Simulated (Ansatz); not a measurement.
CaSnP4O12 — ¹⁷O NMR of the central transition

Cell: a computed structure from the Materials Project (it need not be an observed phase).

Space group C2/c (No. 15); a = 12.9796, b = 9.0144, c = 11.1380 Å, β = 120.80°.

```
site  Wyckoff  site symmetry       x       y       z
  Ca       4e              2  0.5000  0.4763  0.2500
  Sn       4c             -1  0.2500  0.7500  0.5000
  P5       8f              1  0.6867  0.0059  0.1866
  P9       8f              1  0.5127  0.2269  0.9857
 O13       8f              1  0.5783  0.8884  0.1334
 O17       8f              1  0.6342  0.1310  0.0654
 O21       8f              1  0.7112  0.0659  0.3231
 O25       8f              1  0.7906  0.9367  0.1803
 O29       8f              1  0.4688  0.2642  0.0851
 O33       8f              1  0.5343  0.3500  0.9126
```

One atom of each set is listed; the run and its k-mesh use a cell of 36 atoms with edges of 7.90, 7.90, 11.14 Å.

All values are calculated (Ansatz; DFT, PBE, plane waves and PAW, scalar-relativistic, 420 eV cutoff, Γ-centred 3×3×2 k-points, Fermi–Dirac smearing 0.02 eV), not measured.

¹⁷O has I = 5/2 and Q = -25.58 mb (Pyykkö 2018); at 16.4 T its Larmor frequency is ν₀ = 94.7 MHz. Only the quadrupole interaction is simulated: positions count from each site's isotropic chemical shift, and J coupling is left out, as are shift anisotropy and dipolar coupling, which fast spinning averages.

Question: Give C_Q, η, the quadrupolar product P_Q = |C_Q|(1 + η²/3)^½, the second-order isotropic shift and the breadth of the pattern (fast magic-angle spinning) for each O site.

Answer: 

| site | first shell | C_Q (MHz) | η | P_Q (MHz) | δ_QIS (ppm) | breadth (kHz) |
| --- | --- | --- | --- | --- | --- | --- |
| O13 | 2 P at 1.61–1.62 Å, angle 149° | -9.32 | 0.13 | 9.34 | -58.4 | 12.3 |
| O17 | 2 P at 1.61–1.62 Å, angle 135° | -8.56 | 0.34 | 8.73 | -51.0 | 11.1 |
| O21 | 1 P at 1.49 Å; also 1 Sn at 2.42 Å | -5.90 | 0.11 | 5.91 | -23.4 | 4.90 |
| O25 | 1 P at 1.52 Å; also 1 Ca at 2.44 Å, 1 Sn at 2.46 Å | -5.69 | 0.33 | 5.80 | -22.5 | 4.90 |
| O29 | 1 P at 1.52 Å; also 1 Sn at 2.49 Å, 1 Ca at 2.54 Å | -5.54 | 0.34 | 5.65 | -21.4 | 4.67 |
| O33 | 1 P at 1.49 Å, 1 Ca at 2.26 Å, angle 160° | -5.52 | 0.12 | 5.54 | -20.5 | 4.31 |

δ_QIS = −(ν_Q²/30ν₀²)[I(I+1) − 3/4](1 + η²/3) × 10⁶ ppm with ν_Q = 3|C_Q|/[2I(2I−1)]; it falls as 1/B₀² in ppm, and the breadth as 1/B₀ in kHz.

At O21, O25 and O29 V_zz points along its bond to P (within 5°) in each case. At O13 and O17 V_zz runs parallel to the line that joins its two neighbours (within 1°) in each case. At O33 V_zz points along the shorter of its two bonds, to P (within 2°).
